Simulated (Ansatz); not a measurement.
A crystal relaxed with r2SCAN in the PAW code Ansatz has space group R-3m:H (No. 166) and a = 3.478 Å, c = 17.447 Å.

```tsv
atom	site	x	y	z
Na	3a	0.0000	0.0000	0.0000
Xx	3b	0.6667	0.3333	0.8333
F	6c	0.3333	0.6667	0.9278
```

r2SCAN gives a direct gap of 6.98 eV at Γ. With HSE06 the gap is 8.32 eV and direct, at Γ. The PBE gap is direct at Γ: 6.25 eV. Meshes: r2SCAN 8×8×8, HSE06 6×6×6, PBE 8×8×8. r2SCAN's ε∞ is 1.9 along all three axes, to this precision.

**Question.** Which element is Xx?
A. K
B. Li
C. Cs
D. H

**Answer.** A. Xx is K: KNaF2 as one 4-atom ordering (R-3m) on the rocksalt lattice. Na has 6 F at 2.37 Å; K has 6 F at 2.60 Å; F has 3 Na at 2.37 Å and 3 K at 2.60 Å.

The cell comes from a prototype generator: it can be a known phase or a hypothetical one. Spin polarisation is off.
